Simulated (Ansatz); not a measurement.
TiAu in space group Pmma (No. 51; Ti on 2e, Au on 2f), DFT-PBEsol in the program Ansatz with PAW potentials, all energies at zero smearing, with the estimated change up to a 700 eV cutoff added, with one set of potentials and settings (totals compare only within such a set). Cell of 4 atoms (2 Ti, 2 Au): -30963.739 eV.

```
element              reference phase  E (eV/atom)
-------  ---------------------------  -----------
Ti       P6/mmm, 3 atoms in the cell   -2473.9117
Au        Fm-3m, 1 atoms in the cell  -13007.0999
```

Formation energy per atom, worked out: (-30963.739 − 2×(-2473.9117) − 2×(-13007.0999))/4 = -0.429 eV/atom (-41 kJ per mol of atoms), at 0 K, without zero-point energy or fitted corrections.

The workflow started from a Materials Project entry (that database holds measured and hypothetical structures alike); the Crystallography Open Database copy checked does not list it. COD files the formula under space group No. 221. With Ti and Au taken as one species the cell has the higher symmetry Cmcm, so it may be an ordered model of a mixed-site phase. Its standing as an ambient phase is unchecked. Symmetry was held in the PBEsol relaxation; its stability against distortions is not shown here. The final state is ferromagnetic, the only order run, not a proven ground state. The references are the lowest solids computed at this level, not always the standard phases. Scalar-relativistic: spin–orbit coupling is off unless named, which matters more the heavier the elements.

Potentials: the later of the program's two PAW sets.
